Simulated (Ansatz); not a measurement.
SnGe:
```yaml
crystal:
  lattice:
    - [3.82490, 0.00000, 0.00000]
    - [-1.91245, 3.31246, 0.00000]
    - [0.00000, 0.00000, 3.71073]
  atoms:
    - { symbol: Sn, position: [0.00000, 0.00000, 0.00000] }
    - { symbol: Ge, position: [0.66667, 0.33333, 0.50000] }
```

Relaxed with PBEsol.

Task: Decompose the optical modes at the zone centre into irreducible representations, and say which are infrared and Raman allowed.

Result: Point group -6m2: Γ_opt = A2'' + E'. Infrared: A2'', E'. Raman: E'.

Task: Assign frequencies (DFPT, the program Ansatz at the PBEsol level (PAW)).

Result: A2'' 134, E' 141 cm⁻¹.

Space group P-6m2. The cell is a constructed one: a structure type filled with these elements; neither database checked (COD, Materials Project) lists it. Its standing as an ambient phase is unchecked. The PBEsol relaxation kept the symmetry of its start; of distortions, only those at the zone centre were tested. As this level gives no gap, phonon frequencies hold no LO–TO term and depend on the k-mesh and smearing (Fermi–Dirac, 0.1 eV here). Spin–orbit coupling is left out wherever it is not named.

Potentials: the later of the program's two PAW sets.
